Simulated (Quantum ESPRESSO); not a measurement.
Parts of the isotropic shielding in CdSe, by PBE GIPAW (a modified build of Quantum ESPRESSO, JTH PAW datasets), 20 Ha, k-mesh 7×7×7 shifted:

```yaml
crystal:
  lattice:
    - [0.00000, 3.10097, 3.05492]
    - [3.05492, 0.00000, 3.05492]
    - [3.05492, 3.10097, 0.00000]
  atoms:
    - { symbol: Cd, position: [0.00000, 0.00000, 0.00000] }
    - { symbol: Se, position: [0.75000, 0.75000, 0.75000] }
```
The cell was made here from a computed Materials Project entry: strained by +1 % along the cube axis and by -0.5 % across it, atoms relaxed (PBE without dispersion, pw.x of Quantum ESPRESSO, symmetry kept). The parent is CdSe in F-43m. Stability against distortions was not tested.

The core term is that of the free atom's frozen core; the paramagnetic column sums the reconstruction terms. These are absolute shieldings with no macroscopic susceptibility term; δ = σ_ref − σ needs a reference computed alike. By our sweeps, such settings leave a few ppm in absolute σ on light atoms and up to some 20 ppm from Zn on. No spin–orbit coupling; Cd is the heaviest element present. No d partial waves on Se: the paramagnetic term there is incompletely reconstructed. With so small a Kohn–Sham gap, σ hangs strongly on the functional and the mesh.

| site | core | bare (smooth current) | diamagnetic correction | paramagnetic corrections | σ_iso (ppm) |
|---|---|---|---|---|---|
| Cd (atom 1) | 4799.7 | 51.6 | 120.5 | [?] | [?] |
| Se (atom 2) | 2991.5 | 39.6 | -6.4 | [?] | [?] |

Problem. Some entries are withheld; supply them.

Solution. 
- Cd (atom 1), paramagnetic corrections: -2030.2
- Cd (atom 1), σ_iso (ppm): 2941.5
- Se (atom 2), paramagnetic corrections: -959.7
- Se (atom 2), σ_iso (ppm): 2064.9
